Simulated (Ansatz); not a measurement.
Co2SiB2 in space group Cmmm (No. 65; Si on 2a, Co on 4j, B on 4i), DFT-PBE in the program Ansatz with PAW potentials, all energies at zero smearing, with the estimated change up to a 700 eV cutoff added, with one set of potentials and settings (totals compare only within such a set). Cell of 5 atoms (1 Si, 2 Co, 2 B): -11200.788 eV.

```
element                                reference phase  E (eV/atom)
-------  ---------------------------------------------  -----------
Si                          Fd-3m, 2 atoms in the cell    -635.8114
Co       P6_3/mmc, 2 atoms in the cell, spin-polarised   -5126.1613
B                           R-3m, 12 atoms in the cell    -155.9170
```

Formation energy per atom, worked out: (-11200.788 − 1×(-635.8114) − 2×(-5126.1613) − 2×(-155.9170))/5 = -0.164 eV/atom (-16 kJ per mol of atoms), at 0 K, without zero-point energy or fitted corrections.

The start of the workflow was typed in or built on a structure type; neither database checked (COD, Materials Project) lists it. Its standing as an ambient phase is unchecked. The PBE relaxation kept the symmetry of its start; whether a distortion lowers the energy is not shown. The workflow began spin-polarised and lost its moments. The references are the lowest solids computed at this level, not always the standard phases.

Potentials: the earlier of the program's two PAW sets.
